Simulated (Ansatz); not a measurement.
MgH$_{2}$ (rutile, space group No. 136), PBEsol in the plane-wave PAW code Ansatz. The conduction-band minimum lies on the A–Z line, 21 % of the way from A, with 4 equivalent valleys. Second derivatives d²E/dk² of the lowest band at one valley (eV·Å²), along Cartesian directions:

| direction | d²E/dk² |
|---|---|
| [100] | 16.04 |
| [010] | 16.04 |
| [001] | 16.16 |
| [110] | 11.79 |
| [101] | 16.10 |
| [011] | 16.10 |

### Question
Find the principal effective masses, the density-of-states mass and the conductivity mass.

### Answer
Off-diagonal terms follow from H_xy = H[110] − (H_xx + H_yy)/2, and m*/mₑ = 7.620 eV·Å² over each eigenvalue: 0.38, 0.47, 0.65. One valley's DOS mass (m₁m₂m₃)^(1/3) = 0.49, conductivity mass 3/(Σ 1/mᵢ) = 0.47 mₑ.

### Question
What effective density of states Nc follows at 300 K for parabolic valleys?

### Answer
Nc = 2.509e19 × 4 × (0.49)^(3/2) ≈ 3.4e19 cm⁻³.

### Question
With the computed static dielectric constant 10.8 (mean of the diagonal), estimate a hydrogenic donor's binding energy and radius.

### Answer
E = 13.606 eV × 0.47/10.8² ≈ 55 meV; a = 0.529 Å × ε/m* ≈ 12 Å. Semilocal masses tend to be too small where the gap is.

Space group P4_2/mnm (rutile). The cell was relaxed with PBEsol under the symmetry of its start; phonons on a q-mesh show no instability.

Potentials: the later of the program's two PAW sets.
